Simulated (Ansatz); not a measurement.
Te₄Mo₃: do energies and stresses tell the same story?

All numbers below come from Ansatz 0.2.0, DFT PBEsol, scalar-relativistic, plane waves, PAW.

Plane waves to 420 eV, a k mesh through Γ of 6×6×6 on the computed 14-atom cell and Gaussian smearing (0.10 eV); no spin polarisation.

Relaxed cell: R-3, a = 10.106 Å, b = 10.106 Å, c = 11.731 Å, α = 90.00°, β = 90.00°, γ = 120.00°, 14 atoms in the primitive cell.

Energies at zero smearing and pressures from the stress tensor, at volumes with shape and atoms relaxed:
| V (Å³/atom) | E − E(first) (meV/atom) | P (GPa) |
| --- | --- | --- |
| 21.739 | 0.00 | 8.81 |
| 22.480 | -33.31 | 5.73 |
| 23.221 | -54.05 | 3.33 |
| 23.962 | -65.00 | 1.46 |
| 24.703 | -68.33 | 0.00 |
| 25.444 | -65.77 | -1.12 |
| 26.185 | -58.67 | -1.99 |
| 27.173 | -43.86 | -2.84 |

Question: Check P = −dE/dV between neighbouring volumes, and get the bulk modulus from the pressures alone.

Answer: With 1 eV/Å³ = 160.2 GPa:
```
middle V (Å³/atom)  −ΔE/ΔV (GPa) mean P (GPa)
            22.109         7.202         7.270
            22.850         4.484         4.531
            23.591         2.367         2.396
            24.332         0.720         0.731
            25.073        -0.554        -0.559
            25.815        -1.535        -1.552
            26.679        -2.402        -2.412
```

The two differ by 0.07 GPa at most. The mean of two end pressures misses the average over a step by about ΔV² P″/12, up to 0.06 GPa here; with that taken off 0.04 GPa remains. The stress is the derivative of the free energy, not of the energy at zero smearing, and with free energies 0.01 GPa remains. Around V = 24.703 Å³/atom, the two neighbours give B = −V ΔP/ΔV = 24.703 × 2.58 / 1.482 = 43.0 GPa, against B0 = 42.4 GPa from the Birch–Murnaghan fit of the energies.

Cost: 9 runs of about 43 core-minutes in all, on Intel Xeon 6975P-C (Granite Rapids) (shared hosts).